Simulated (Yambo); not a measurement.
Yambo run on Ba2MoZnO6 (space group Fm-3m, No. 225). The wavefunctions are PBEsol (Quantum ESPRESSO, PseudoDojo norm-conserving, 84 Ry, no spin-orbit coupling) ones on a 2×2×2 mesh (45 occupied bands); a = b = c = 5.8271 Å, α = β = γ = 60.00°.

Yambo input:

```
rim_cut
gw0
dyson
el_el_corr
HF_and_locXC
ppa
em1d
RandQpts= 1000000
RandGvec= 1 Ry
EXXRLvcs= 84 Ry
VXCRLvcs= 336 Ry
Chimod= "HARTREE"
% BndsRnXp
 6 | 222 |
%
NGsBlkXp= 3 Ry
% LongDrXp
 1.0 | 1.0 | 1.0 |
%
PPAPntXp= 27.2114 eV
% GbndRnge
 1 | 222 |
%
GTermKind= "BG"
DysSolver= "n"
ExtendOut
% QPkrange
 1 | 1 | 45 | 45 |
 3 | 3 | 45 | 46 |
%
```

k points by index: 1 = Γ, 3 = X.

The o-*.qp file then holds:

```
#    K-point    Band    Eo [eV]    E [eV]    E-Eo [eV]    Vxc [eV]    Vnlxc [eV]    Sc|Eo [eV]    Sc|E [eV]    dSc/dw|Eo [eV]    Re(Z)    Im(Z)
#
    1    45    0.000000    -0.285712    -0.285712    -19.60157    -24.70335    4.735054    4.816075    -7.712620    0.779157    -0.001444
    3    45    -0.046633    -0.338771    -0.292138    -19.47874    -24.55675    4.703196    4.785877    -7.697675    0.779491    -0.001458
    3    46    2.145177    3.319016    1.173839    -17.90000    -12.68632    -3.747586    -4.039845    -6.774207    0.800671    -0.001588
```
(The two width columns are left out.) Convergence of these settings isn't established.

Geometry of the Materials Project entry, not relaxed at this level.

The structure is a Materials Project entry; no match was found in the copy of COD used, and its stability was not checked.
